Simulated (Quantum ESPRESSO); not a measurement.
Hf2TaO5F3, one run as intended and one with a planted mistake

A calculation, not a measurement. The program is pw.x of Quantum ESPRESSO 7.5 (plane-wave density functional theory). The cell is made up: 11 atoms on a fluorite lattice with one site empty, with randomly drawn elements, strain and displacements, not relaxed. PseudoDojo standard norm-conserving files (v0.5 for PBE, v0.4.1 for LDA and PBEsol) set the functional; there is no spin polarisation, spin-orbit coupling or dispersion term, and the masses in the input are unused placeholders.

The hafnium pseudopotential is less sure than the others, with forces about 3 percent (worst 6) and pressure in oxides about 1.5 GPa (worst 2.7) from a second method in checks, which no rerun with the same files tests.

Intended input:

```
&control calculation='scf', pseudo_dir='./dojo.nc.sr.pbe.v0_5.standard.upf', outdir='./o', disk_io='medium', tprnfor=.true., tstress=.true. /
&system ibrav=0, nat=11, ntyp=4, nbnd=50, ecutwfc=84.00895049, nosym=.true., tot_charge=0,
 occupations='smearing', smearing='fd', degauss=0.0018374661
/
&electrons conv_thr=7.350e-09, electron_maxstep=60, /
ATOMIC_SPECIES
F 1.0 F.upf
Hf 1.0 Hf.upf
O 1.0 O.upf
Ta 1.0 Ta.upf
CELL_PARAMETERS angstrom
4.999 0.0 0.0
0.0 4.999 0.0
0.0 0.0 4.999
ATOMIC_POSITIONS angstrom
Hf -0.0411 -0.0317 0.0414
Ta -0.0064 2.4947 2.4883
Hf 2.5252 0.037 2.4426
O 1.2093 1.2852 1.2321
O 1.2699 1.2691 3.7521
O 1.2452 3.7336 1.2381
O 1.2278 3.7541 3.7652
O 3.7511 1.2915 1.257
F 3.6795 1.2232 3.7221
F 3.708 3.7584 1.2951
F 3.7783 3.7593 3.7962
K_POINTS automatic
5 5 5 1 1 1
```

The log is shortened where brackets say so; the opening notice, blank lines, dates and the lines on written files are dropped, and the path of the files is cut. It prints rydbergs, bohrs and kilobars, and counts compression as positive stress. Where no state is partly filled, the Fermi energy that it prints is only some level between the filled and the empty states on the mesh, and need not lie in the true gap.

Log of the intended run:

```
     Program PWSCF v.7.5
     Parallel version (MPI & OpenMP), running on       1 processor cores
     Number of MPI processes:                 1
     Threads/MPI process:                     1
     [start-up lines left out]
     bravais-lattice index     =            0
     lattice parameter (alat)  =       9.4467  a.u.
     unit-cell volume          =     843.0358 (a.u.)^3
     number of atoms/cell      =           11
     number of atomic types    =            4
     number of electrons       =        88.00
     number of Kohn-Sham states=           50
     kinetic-energy cutoff     =      84.0090  Ry
     charge density cutoff     =     336.0358  Ry
     scf convergence threshold =      7.3E-09
     mixing beta               =       0.7000
     number of iterations used =            8  plain     mixing
     Exchange-correlation= PBE
                           (   1   4   3   4   0   0   0)
     [axes and pseudopotential details left out]
   Cartesian axes
     site n.     atom                  positions (alat units)
         1        Hf     tau(   1) = (  -0.0082216  -0.0063413   0.0082817  )
         2        Ta     tau(   2) = (  -0.0012803   0.4990398   0.4977596  )
         3        Hf     tau(   3) = (   0.5051410   0.0074015   0.4886177  )
         4        O      tau(   4) = (   0.2419084   0.2570914   0.2464693  )
         5        O      tau(   5) = (   0.2540308   0.2538708   0.7505701  )
         6        O      tau(   6) = (   0.2490898   0.7468694   0.2476695  )
         7        O      tau(   7) = (   0.2456091   0.7509702   0.7531906  )
         8        O      tau(   8) = (   0.7503701   0.2583517   0.2514503  )
         9        F      tau(   9) = (   0.7360472   0.2446889   0.7445689  )
        10        F      tau(  10) = (   0.7417483   0.7518304   0.2590718  )
        11        F      tau(  11) = (   0.7558112   0.7520104   0.7593919  )
     number of k points=    63  Fermi-Dirac smearing, width (Ry)=  0.0018
                       cart. coord. in units 2pi/alat
        k(    1) = (   0.1000000   0.1000000   0.1000000), wk =   0.0320000
        k(    2) = (   0.1000000   0.1000000   0.3000000), wk =   0.0320000
     [further k points left out]
     Dense  grid:    87655 G-vectors     FFT dimensions: (  60,  60,  60)
     Estimated max dynamical RAM per process >     149.31 MB
     Initial potential from superposition of free atoms
     starting charge      87.9953, renormalised to      88.0000
     Starting wfcs are   62 randomized atomic wfcs
     total cpu time spent up to now is       35.6 secs
     per-process dynamical memory:    92.1 Mb
     Self-consistent Calculation
     iteration #  1     ecut=    84.01 Ry     beta= 0.70
     Davidson diagonalization with overlap
     ethr =  1.00E-02,  avg # of iterations =  2.0
     total cpu time spent up to now is      103.4 secs
     total energy              =    -667.82841722 Ry
     estimated scf accuracy    <       4.39452506 Ry
     iteration #  2     ecut=    84.01 Ry     beta= 0.70
     Davidson diagonalization with overlap
     ethr =  4.99E-03,  avg # of iterations =  6.2
     total cpu time spent up to now is      219.3 secs
     total energy              =    -664.13173806 Ry
     estimated scf accuracy    <      36.63250093 Ry
     [iterations 3 to 13 left out]
     iteration # 14     ecut=    84.01 Ry     beta= 0.70
     Davidson diagonalization with overlap
     ethr =  8.83E-10,  avg # of iterations =  4.7
     total cpu time spent up to now is     1106.6 secs
     total energy              =    -670.14119674 Ry
     estimated scf accuracy    <       0.00000022 Ry
     iteration # 15     ecut=    84.01 Ry     beta= 0.70
     Davidson diagonalization with overlap
     ethr =  2.48E-10,  avg # of iterations =  3.1
     total cpu time spent up to now is     1166.5 secs
     End of self-consistent calculation
     [lines on levels left out]
     the Fermi energy is    11.6769 ev
!    total energy              =    -670.14119679 Ry
     estimated scf accuracy    <          5.3E-09 Ry
     smearing contrib. (-TS)   =      -0.00000000 Ry
     internal energy E=F+TS    =    -670.14119679 Ry
     The total energy is F=E-TS. E is the sum of the following terms:
     one-electron contribution =    -176.08914321 Ry
     hartree contribution      =     137.23572363 Ry
     xc contribution           =    -161.73363820 Ry
     ewald contribution        =    -469.55413900 Ry
     convergence has been achieved in  15 iterations
     Forces acting on atoms (cartesian axes, Ry/au):
     atom    1 type  2   force =     0.23626501    0.08080065    0.02860072
     atom    2 type  4   force =     0.33333577   -0.10592796   -0.05396547
     atom    3 type  2   force =    -0.26442237    0.06937377   -0.02217938
     atom    4 type  3   force =    -0.04801772   -0.02098072    0.07097058
     atom    5 type  3   force =    -0.11177218   -0.00597056   -0.06696257
     atom    6 type  3   force =    -0.09609133    0.01500143    0.05971288
     atom    7 type  3   force =    -0.07378818    0.01013344   -0.06641467
     atom    8 type  3   force =     0.02384351   -0.01786340    0.05740737
     atom    9 type  1   force =     0.03088532    0.01789599    0.01914046
     atom   10 type  1   force =     0.00698071   -0.02294416    0.00333037
     atom   11 type  1   force =    -0.03721854   -0.01951848   -0.02964029
     Total force =     0.566101     Total SCF correction =     0.000249
     Computing stress (Cartesian axis) and pressure
          total   stress  (Ry/bohr**3)                   (kbar)     P=      -13.30
  -0.00021902  -0.00015110   0.00006727          -32.22      -22.23        9.90
  -0.00015110  -0.00009673  -0.00006159          -22.23      -14.23       -9.06
   0.00006727  -0.00006159   0.00004454            9.90       -9.06        6.55
     init_run     :     31.70s CPU     35.41s WALL (       1 calls)
     electrons    :   1077.53s CPU   1130.91s WALL (       1 calls)
     forces       :      9.71s CPU      9.83s WALL (       1 calls)
     stress       :     48.09s CPU     50.26s WALL (       1 calls)
     [timing details left out]
     PWSCF        :  19m27.44s CPU  20m28.84s WALL
     JOB DONE.
```

A second run has one planted mistake: the smearing is too wide. The input lines that differ, file-writing options aside:

```
- &system ibrav=0, nat=11, ntyp=4, nbnd=50, ecutwfc=84.00895049, nosym=.true., tot_charge=0,
+ &system ibrav=0, nat=11, ntyp=4, nbnd=68, ecutwfc=84.00895049, nosym=.true., tot_charge=0,
-  occupations='smearing', smearing='fd', degauss=0.0018374661
+  occupations='smearing', smearing='fd', degauss=0.0264595120
```

Its log:

```
     Program PWSCF v.7.5
     Parallel version (MPI & OpenMP), running on       1 processor cores
     Number of MPI processes:                 1
     Threads/MPI process:                     1
     [start-up lines left out]
     bravais-lattice index     =            0
     lattice parameter (alat)  =       9.4467  a.u.
     unit-cell volume          =     843.0358 (a.u.)^3
     number of atoms/cell      =           11
     number of atomic types    =            4
     number of electrons       =        88.00
     number of Kohn-Sham states=           68
     kinetic-energy cutoff     =      84.0090  Ry
     charge density cutoff     =     336.0358  Ry
     scf convergence threshold =      7.3E-09
     mixing beta               =       0.7000
     number of iterations used =            8  plain     mixing
     Exchange-correlation= PBE
                           (   1   4   3   4   0   0   0)
     [axes and pseudopotential details left out]
   Cartesian axes
     site n.     atom                  positions (alat units)
         1        Hf     tau(   1) = (  -0.0082216  -0.0063413   0.0082817  )
         2        Ta     tau(   2) = (  -0.0012803   0.4990398   0.4977596  )
         3        Hf     tau(   3) = (   0.5051410   0.0074015   0.4886177  )
         4        O      tau(   4) = (   0.2419084   0.2570914   0.2464693  )
         5        O      tau(   5) = (   0.2540308   0.2538708   0.7505701  )
         6        O      tau(   6) = (   0.2490898   0.7468694   0.2476695  )
         7        O      tau(   7) = (   0.2456091   0.7509702   0.7531906  )
         8        O      tau(   8) = (   0.7503701   0.2583517   0.2514503  )
         9        F      tau(   9) = (   0.7360472   0.2446889   0.7445689  )
        10        F      tau(  10) = (   0.7417483   0.7518304   0.2590718  )
        11        F      tau(  11) = (   0.7558112   0.7520104   0.7593919  )
     number of k points=    63  Fermi-Dirac smearing, width (Ry)=  0.0265
                       cart. coord. in units 2pi/alat
        k(    1) = (   0.1000000   0.1000000   0.1000000), wk =   0.0320000
        k(    2) = (   0.1000000   0.1000000   0.3000000), wk =   0.0320000
     [further k points left out]
     Dense  grid:    87655 G-vectors     FFT dimensions: (  60,  60,  60)
     Estimated max dynamical RAM per process >     164.81 MB
     Initial potential from superposition of free atoms
     starting charge      87.9953, renormalised to      88.0000
     Starting wfcs are   62 randomized atomic wfcs +    6 random wfcs
     total cpu time spent up to now is       26.4 secs
     per-process dynamical memory:    95.3 Mb
     Self-consistent Calculation
     iteration #  1     ecut=    84.01 Ry     beta= 0.70
     Davidson diagonalization with overlap
     ethr =  1.00E-02,  avg # of iterations =  7.2
     total cpu time spent up to now is      120.7 secs
     total energy              =    -667.94055075 Ry
     estimated scf accuracy    <       4.26444497 Ry
     iteration #  2     ecut=    84.01 Ry     beta= 0.70
     Davidson diagonalization with overlap
     ethr =  4.85E-03,  avg # of iterations =  2.2
     total cpu time spent up to now is      228.3 secs
     total energy              =    -664.29604551 Ry
     estimated scf accuracy    <      35.72069074 Ry
     [iterations 3 to 13 left out]
     iteration # 14     ecut=    84.01 Ry     beta= 0.70
     Davidson diagonalization with overlap
     ethr =  4.25E-10,  avg # of iterations =  2.0
     total cpu time spent up to now is     1142.0 secs
     total energy              =    -670.15429027 Ry
     estimated scf accuracy    <       0.00000010 Ry
     iteration # 15     ecut=    84.01 Ry     beta= 0.70
     Davidson diagonalization with overlap
     ethr =  1.11E-10,  avg # of iterations =  1.0
     total cpu time spent up to now is     1200.0 secs
     End of self-consistent calculation
     [lines on levels left out]
     the Fermi energy is    11.5367 ev
!    total energy              =    -670.15429028 Ry
     estimated scf accuracy    <          2.9E-09 Ry
     smearing contrib. (-TS)   =      -0.04163462 Ry
     internal energy E=F+TS    =    -670.11265566 Ry
     The total energy is F=E-TS. E is the sum of the following terms:
     one-electron contribution =    -176.12351934 Ry
     hartree contribution      =     137.29655943 Ry
     xc contribution           =    -161.73155675 Ry
     ewald contribution        =    -469.55413900 Ry
     convergence has been achieved in  15 iterations
     Forces acting on atoms (cartesian axes, Ry/au):
     atom    1 type  2   force =     0.22638639    0.08044739    0.03115313
     atom    2 type  4   force =     0.30253616   -0.09899112   -0.05275876
     atom    3 type  2   force =    -0.24861406    0.06864215   -0.02481620
     atom    4 type  3   force =    -0.04366348   -0.02591702    0.06731484
     atom    5 type  3   force =    -0.10613824   -0.01046428   -0.06258568
     atom    6 type  3   force =    -0.09103079    0.01936143    0.05747487
     atom    7 type  3   force =    -0.06583793    0.01384478   -0.06192543
     atom    8 type  3   force =     0.02335237   -0.02419647    0.05341038
     atom    9 type  1   force =     0.03143344    0.01551546    0.01931616
     atom   10 type  1   force =     0.00727240   -0.02114614    0.00183801
     atom   11 type  1   force =    -0.03569625   -0.01709619   -0.02842131
     Total force =     0.530218     Total SCF correction =     0.000163
     Computing stress (Cartesian axis) and pressure
          total   stress  (Ry/bohr**3)                   (kbar)     P=       -5.84
  -0.00011412  -0.00014433   0.00007758          -16.79      -21.23       11.41
  -0.00014433  -0.00008477  -0.00004273          -21.23      -12.47       -6.29
   0.00007758  -0.00004273   0.00007979           11.41       -6.29       11.74
     init_run     :     22.85s CPU     26.21s WALL (       1 calls)
     electrons    :   1108.05s CPU   1173.70s WALL (       1 calls)
     forces       :     13.53s CPU     13.76s WALL (       1 calls)
     stress       :     46.86s CPU     48.49s WALL (       1 calls)
     [timing details left out]
     PWSCF        :  19m51.70s CPU  21m 3.23s WALL
     JOB DONE.
```

|  | intended run | run with the mistake |
| --- | --- | --- |
| free energy (eV) | -9117.735 | -9117.914 |
| smearing term -TS (eV) | 0.0000 | -0.5665 |
| pressure (GPa) | -1.33 | -0.58 |
| largest force component (eV/Å) | 8.570 | 7.779 |
| largest change of a force component (eV/Å) |  | 0.792 |
| iterations | 15 | 15 |

For scale, a rerun of the intended cell at a cutoff of 1437 eV and k mesh 7 x 7 x 7 moved values by no more than 0.004 eV in energy, 0.04 GPa in stress and 0.003 eV/Å in force. The number of bands, nbnd, was set by rule from the electron count and the smearing, so it follows the mistake.